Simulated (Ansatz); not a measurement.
Computed properties of Mg3ZnO4

Mg$_{3}$ZnO$_{4}$:
```yaml
crystal:
  lattice:
    - [2.98576, -4.22638, 0.00000]
    - [2.98576, 4.22638, 0.00000]
    - [0.00000, 0.00000, 2.99273]
  atoms:
    - { symbol: Mg, position: [0.50000, 0.50000, 0.00000] }
    - { symbol: Mg, position: [0.00000, 0.50000, 0.50000] }
    - { symbol: Mg, position: [0.50000, 0.00000, 0.50000] }
    - { symbol: Zn, position: [0.00000, 0.00000, 0.00000] }
    - { symbol: O, position: [0.25265, 0.74735, 0.00000] }
    - { symbol: O, position: [0.74735, 0.25265, 0.00000] }
    - { symbol: O, position: [0.74555, 0.74555, 0.50000] }
    - { symbol: O, position: [0.25445, 0.25445, 0.50000] }
```

Space group Cmmm (No. 65); conventional cell a = 5.972 Å, b = 8.453 Å, c = 2.993 Å, α = 90.00°, β = 90.00°, γ = 90.00°.

Method: PBEsol in the plane-wave PAW code Ansatz. The cell and atoms are relaxed at this level. Other levels are named where they apply.

### Cell and energy

```json
{
 "volume_per_atom": "9.44 Å³",
 "density": "4.45 g/cm³",
 "Formation energy from the elements (no fitted shifts)": "-2388 meV/atom"
}
```

### Electronic structure

```json
{
  "band_gap": "3.33 eV (smallest direct gap 3.35 eV)",
  "valence_band_maximum": "at T (k = 0.500, 0.500, 0.500 in fractions of the reciprocal vectors)",
  "conduction_band_minimum": "at Γ",
  "electron_effective_mass": "0.30 mₑ (isotropic)",
  "hole_effective_mass": "0.67, 2.3, 2.6 mₑ (principal values)",
  "HSE06 gap on the PBEsol cell": "5.26 eV"
}
```

### Mechanics

```json
{
  "Bulk modulus (Birch–Murnaghan fit)": "1640 kbar",
  "Pressure derivative B′": "4.2",
  "Elastic constants (relaxed ions, GPa)": "C11 = 316, C22 = 270, C33 = 322, C12 = 114, C13 = 62.9, C23 = 109, C44 = 128, C55 = 78.3, C66 = 127",
  "mechanical_stability": "stable (all eigenvalues of C positive)",
  "hill_bulk_and_shear_moduli": "164 and 105 GPa",
  "Young's modulus": "261 GPa",
  "Poisson's ratio": "0.24",
  "debye_temperature_from_the_elastic_constants": "760 K"
}
```

### Dielectric response

```json
{
 "Electronic dielectric constant ε∞ (DFPT)": "3.66 (xx), 3.67 (yy), 3.68 (zz)",
 "Static dielectric constant ε0 (ions relaxed, cell fixed)": "12.8 (xx), 13.1 (yy), 13.7 (zz)",
 "Born charges (a third of the trace)": "Mg +2.00 to +2.12, Zn +2.20, O -2.12 to -2.04 e"
}
```

### Phonons

```json
{
  "Highest zone-centre frequency (without LO–TO term)": "553 cm⁻¹",
  "zone_centre_stability": "no imaginary mode at Γ"
}
```

The workflow started from a Materials Project entry (that database holds measured and hypothetical structures alike); the Crystallography Open Database copy checked does not list it. With Mg and Zn taken as one species the cell has the higher symmetry Fm-3m, so it may be an ordered model of a mixed-site phase. Its standing as an ambient phase is unchecked. The cell was relaxed with PBEsol under the symmetry of its start. The references are the lowest solids computed at this level, not always the standard phases (solids in place of the gases).

Potentials: the later of the program's two PAW sets.
